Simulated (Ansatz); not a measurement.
According to r²SCAN (plane waves, PAW; program Ansatz), HfO₂ in the orthorhombic phase (Pca2_1; Hf on 4a, O on 4a, O on 4a) relaxes to a = 5.247 Å, b = 5.030 Å, c = 5.059 Å. O on 4a has 3 nearest neighbours from 2.03 Å (trigonal planar). Its formation energy from the elements is -3754 meV/atom, with no fitted shifts.

It is gapped at this level: 4.94 eV (indirect). The screened hybrid HSE06 puts the gap at 6.08 eV. Gap from r²SCAN with spin–orbit coupling: 4.89 eV. The electron mass is 1.3, 1.9, 4.7 mₑ (principal values). The hole mass is 1.0, 2.0, 24 mₑ (principal values).

The cell was relaxed with r²SCAN under the symmetry of its start. No spin polarisation was allowed. The references are the lowest solids computed at this level, not always the standard phases (solids in place of the gases). Scalar-relativistic: spin–orbit coupling is off unless named, which matters more the heavier the elements.

Potentials: the later of the program's two PAW sets.
